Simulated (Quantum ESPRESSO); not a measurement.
```
LiBr
1.0
    4.13469     0.00000     0.00000
   -2.06735     3.58075     0.00000
    0.00000     0.00000     6.61479
Li Br
2 2
Direct
  0.66667   0.33333   0.87805
  0.33333   0.66667   0.37805
  0.66667   0.33333   0.49695
  0.33333   0.66667   0.99695
```

Cell and atoms were relaxed with PBEsol from Materials Project entry mp-976280, within its symmetry.

Question: What does norm-conserving PBEsol (Quantum ESPRESSO, 74 Ry, without SOC) give for the electronic structure near the Fermi level?

Answer: The PBEsol gap is direct, 4.83 eV at Γ. Spin-orbit splittings are left out.

This is not the ordinary phase of the substance; no match was found in the copy of COD used, and its stability was not checked.
